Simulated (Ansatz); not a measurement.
Sensitivity of the gradients in Mg2TiCr3S8 to the input

Cell: a computed structure from the Materials Project (it need not be an observed phase).

```cif
data_Mg2TiCr3S8
_symmetry_space_group_name_H-M 'R-3m:H'
_symmetry_Int_Tables_number 166
_cell_length_a 7.2849
_cell_length_b 7.2849
_cell_length_c 17.6519
_cell_angle_alpha 90.000
_cell_angle_beta 90.000
_cell_angle_gamma 120.000
loop_
_atom_site_label
_atom_site_type_symbol
_atom_site_symmetry_multiplicity
_atom_site_Wyckoff_symbol
_atom_site_fract_x
_atom_site_fract_y
_atom_site_fract_z
Mg Mg 6 c 0.0000 0.0000 0.8753
Ti Ti 3 b 0.0000 0.0000 0.5000
Cr Cr 9 e 0.1667 0.3333 0.3333
S7 S 6 c 0.0000 0.0000 0.7366
S8 S 18 h 0.8484 0.6968 0.4107
```

One atom of each set is listed; the run and its k-mesh use a cell of 14 atoms with edges of 7.23, 7.23, 7.23 Å.

Reference run. The numbers come from a DFT calculation in Ansatz (PBE, plane waves and PAW, scalar-relativistic, collinear spin, 420 eV cutoff, Γ-centred 6×6×6 k-points, Fermi–Dirac smearing 0.05 eV). Start moments as typed (μB): 1 on each Ti, 3 on each Cr, none on the rest.

Task: The input is changed as follows: `scf.mixing.preconditioner`: not typed → none. What happens to V_zz (10²¹ V/m²) and η?

Result: 

| site | V_zz reference | η reference | V_zz changed | η changed |
| --- | --- | --- | --- | --- |
| Mg | -0.15 | 0.00 | -0.15 | 0.00 |
| Ti | -4.53 | 0.00 | -4.53 | 0.00 |
| Cr | -1.08 | 0.14 | -1.08 | 0.14 |
| S7 | -0.47 | 0.00 | -0.47 | 0.00 |
| S8 | -3.25 | 0.35 | -3.25 | 0.35 |

All printed values agree. Mixing, solver and start steer the path to self-consistency, not the state that is reached here. SCF iterations: 15 and 15.

On the reference run: The run finds no gap above 0.1 eV (a metal, or nearly one), so the gradients can move by 10 % or more with the k-mesh. Semilocal functionals can leave a metal where correlation in the d or f shell opens a gap in the real compound, and that would change the values at and beside Cr and Ti. All moments are parallel here, as the start or the cell imposes; many such compounds order antiparallel, where fields and spin densities carried over to other atoms largely cancel. The magnetic order is the one that the run reached from its start moments, not necessarily the measured one.
